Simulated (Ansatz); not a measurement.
One crystal and one scan (energy against volume) at two levels, r2SCAN (plane waves to 500 eV, PAW, scalar-relativistic; Ansatz, an electronic-structure program) and PBEsol (plane waves to 420 eV, PAW, scalar-relativistic; Ansatz), each from its own relaxed cell and on its own mesh.

The crystal is BaTiO3 (cubic perovskite); the cell is scaled evenly about its relaxed volume V₀.

The energy includes the smearing's −TS. BaTiO3 is run without spin polarisation. BaTiO3 was relaxed with its symmetry unable to fall. This is a high-temperature form of BaTiO3.

```csv
quantity,run 1,run 2
Lattice constant a (Å),3.970,3.994
"Band gap of the relaxed cell, no spin-orbit coupling (eV)",1.82,2.17
Bulk modulus B₀ (third-order Birch-Murnaghan fit) (GPa),179.8,180.5
```

### Question
Which run is which level?

### Answer
Run 2 is r2SCAN, run 1 is PBEsol. r2SCAN gives the higher value for: lattice constant a; band gap of the relaxed cell, no spin-orbit coupling. They agree on: bulk modulus B₀ (within 1.5 %).

(A scan under strain: stresses follow from slopes of the energy per volume, elastic moduli from its curvatures.)
